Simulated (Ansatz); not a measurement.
## Data sheet: Re (DFT)

Re:
```xyz
3
Lattice="1.3764 0.7947 6.6571 -1.3764 0.7947 6.6571 0.0000 -1.5893 6.6571" Properties=species:S:1:pos:R:3 pbc="T T T"
Re     0.0000     0.0000     0.0000
Re     0.0000     0.0000     4.4380
Re     0.0000     0.0000    15.5333
```

Space group R-3m (No. 166), 9R (Sm type); conventional cell a = b = 2.7528 Å, c = 19.9713 Å, α = β = 90.00°, γ = 120.00°.

Method: DFT-PBEsol in the program Ansatz with PAW potentials. The cell and atoms are relaxed at this level. Other levels are named where they apply.

Cell and energy:

- Volume per atom: 14.56 Å³
- Density: 21.23 g/cm³

Electronic structure:

- Electronic character = metallic (no gap)
- Density of states at the Fermi level = 0.81 states/eV per atom (mean over ±0.08 eV)
- Gap with spin–orbit coupling = none (metallic)

Mechanics:

Bulk modulus (Birch–Murnaghan fit): 390 GPa
Pressure derivative B′: 4.4

Phonons:

- Highest zone-centre frequency: 188 cm^-1
- Zone-centre stability: no imaginary mode at Γ

The workflow started from a Materials Project entry (that database holds measured and hypothetical structures alike); the Crystallography Open Database copy checked does not list it. It is not the phase usual at ambient conditions (space group No. 194). The PBEsol relaxation kept the symmetry of its start. The run is not spin-polarised. As this level gives no gap, phonon frequencies hold no LO–TO term and depend on the k-mesh and smearing (Fermi–Dirac, 0.1 eV here). Axis ratios of metals converge slowly with the k-mesh, so a and c are less sure than the volume. Scalar-relativistic: spin–orbit coupling is off unless named, which matters more the heavier the elements.

Potentials: the later of the program's two PAW sets.
